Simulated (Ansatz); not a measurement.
Question: Name crystals whose computed values (LDA in the plane-wave PAW code Ansatz) fall in these windows: highest Γ mode, no LO–TO term (cm⁻¹) 170 to 220; gap (eV) 0.38 to 0.50; G_Hill (GPa) 14 to 19.

Answer: 

```tsv
crystal	highest Γ mode, no LO–TO term (cm⁻¹)	gap (eV)	G_Hill (GPa)
CdSe, wurtzite	192	0.46	15.9
CdSe, zinc blende	175	0.40	16.5
```
Others may fit too.

All cells were relaxed under the symmetry of their starts (and spin orders); stability against distortions was not tested throughout. Scalar-relativistic: spin–orbit coupling is off unless named, which matters more the heavier the elements.

Potentials: the later of the program's two PAW sets.
